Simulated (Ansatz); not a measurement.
Values for one crystal, relaxed and computed with DFT-r²SCAN in the program Ansatz with PAW potentials; other levels are named.

| Property | Result |
|---|---|
| Volume per atom | 10.79 Å³ |
| Band gap | 4.30 eV (direct) |
| Electron effective mass with spin–orbit coupling | 0.77, 0.77, 1.2 mₑ (principal values) |
| Electronic dielectric constant ε∞ (DFPT) | 4.91 |
| Zone-centre stability | no imaginary mode at Γ |
| Highest zone-centre frequency (without LO–TO term) | 593 cm⁻¹ |
| Gap with spin–orbit coupling | 4.30 eV |

**Question.** Which of these materials gives this?
A. BaTiO3, R3m (Ba on 3a, Ti on 3a, O on 9b)
B. SiO2, P4_12_12 (Si on 4a, O on 8b)
C. HfO2, fluorite
D. SiO2, P3_221 (Si on 3a, O on 6c)

**Answer.** C, HfO2, fluorite

Space group Fm-3m (fluorite). This is a known high-temperature phase of the composition, computed here at zero pressure and temperature. Symmetry was held in the r²SCAN relaxation. At this level the phase is dynamically unstable (imaginary phonons). No spin polarisation was allowed. Scalar-relativistic: spin–orbit coupling is off unless named, which matters more the heavier the elements.

Potentials: the earlier of the program's two PAW sets.
